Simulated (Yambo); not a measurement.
Yambo run on RbOH (space group Cmc2_1, No. 36). The wavefunctions are PBEsol (pw.x of Quantum ESPRESSO, ONCV potentials, with spin-orbit coupling) ones on a 4×4×2 mesh (32 occupied bands); a = b = 5.774 Å, c = 4.203 Å, α = β = 90.00°, γ = 138.22°.

Yambo input:

```
rim_cut
gw0
dyson
el_el_corr
HF_and_locXC
cohsex
em1s
RandQpts= 1000000
RandGvec= 1 Ry
EXXRLvcs= 84 Ry
VXCRLvcs= 336 Ry
Chimod= "HARTREE"
% BndsRnXs
 1 | 200 |
%
NGsBlkXs= 6 Ry
% LongDrXs
 1.0 | 1.0 | 1.0 |
%
ExtendOut
% QPkrange
 1 | 1 | 32 | 33 |
%
```

k points by index: 1 = Γ.

The o-*.qp file then holds:

```
#    K-point    Band    Eo [eV]    E [eV]    E-Eo [eV]    Vxc [eV]    Vnlxc [eV]    Sc|Eo [eV]    Re(Z)    Im(Z)
#
    1    32    0.000000    -3.074362    -3.074362    -18.46575    -24.31121    2.771091    1.000000    0.000000
    1    33    3.579640    3.719536    0.139895    -8.801727    -4.618182    -4.043650    1.000000    0.000000
```
(The two width columns are left out.) Convergence of these settings isn't established.

Geometry of the Materials Project entry, not relaxed at this level.

The structure is a Materials Project entry; no match was found in the copy of COD used, and its stability was not checked.
